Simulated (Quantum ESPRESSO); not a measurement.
## Calculated data, Al2InGaP4 (made-up cell)

Computed with Quantum ESPRESSO 7.5. Calculation on a made-up crystal cell, not a measurement, rerun at a higher cutoff and a denser mesh: periodic Kohn-Sham density functional theory in plane waves with PseudoDojo standard norm-conserving scalar-relativistic pseudopotentials, each functional with its own files (v0.5 for PBE, v0.4.1 for LDA and PBEsol), no spin polarisation, no spin-orbit coupling, atoms not relaxed, stress positive in tension, energies less a fixed whole-eV offset for each atom's element; levels are Kohn-Sham levels at fractions of this cell's reciprocal vectors, counted from the reference band (half the neutral cell's valence electrons, rounded up) at Gamma; error bars give the change to or from the runs named with them, not the error of the files; each bar is the largest change over components, and at least 0.002 eV, 0.002 eV per angstrom or 0.02 GPa; energies are for the whole cell, and the offsets were chosen from early runs and are not element reference energies.

```xyz
8
Lattice="5.6800 -0.0715 -0.0717 -0.0715 5.6052 0.0760 -0.0717 0.0760 5.7076" Properties=species:S:1:pos:R:3 formula=Al2InGaP4 lattice_type=zincblende/diamond functional=pbe cutoff=1377 fermi_dirac_smearing=0.025 scf_tolerance=1e-07 electrons_removed=0 k_mesh=6_x_6_x_6,shifted_by_half_a_step free_energy_less_offsets=-0.3247 scf_iterations=10 smearing_term_minus_ts=0 pressure=-0.7894 stress_xx=1.066 stress_yy=0.0958 stress_zz=1.206 stress_yz=1.899 stress_xz=-2.099 stress_xy=-1.962 error_bar_energy=0.005895 error_bar_stress=0.02 error_bar_force=0.002 error_bars_from=change_from_the_looser_run_of_this_cell
In    -0.0229     0.0148     0.0486
Al    -0.0234     2.9144     2.8882
Ga     2.8358     0.0043     2.8732
Al     2.8567     2.8179    -0.0105
P      1.4017     1.4457     1.4229
P      1.2928     4.2244     4.3254
P      4.2496     1.4752     4.2812
P      4.2003     4.1623     1.4661
```

Units: cutoff, fermi_dirac_smearing, scf_tolerance, free_energy_less_offsets, smearing_term_minus_ts, error_bar_energy in eV; pressure, stress_xx, stress_yy, stress_zz, stress_yz, stress_xz, stress_xy, error_bar_stress in GPa; error_bar_force in eV/Å.

Atoms:
```
atoms element  atom site  atom energy offset (eV)
           In          1                    -1808
           Al          2                      -64
           Ga          3                    -2080
           Al          4                      -64
            P          5                     -189
            P          6                     -189
            P          7                     -189
            P          8                     -189
```

Forces:
```
site  x (eV/Å)  y (eV/Å)  z (eV/Å)
   1    0.6911   -0.2418   -0.4121
   2   -0.0313   -0.7974   -0.2107
   3   -0.1121    0.3104   -0.1814
   4   -0.2354   -0.4467   0.05338
   5     1.007    0.8839     1.047
   6       0.9   0.02502   -0.1497
   7    -1.136    0.8387    -1.069
   8    -1.084   -0.5721    0.9225
```
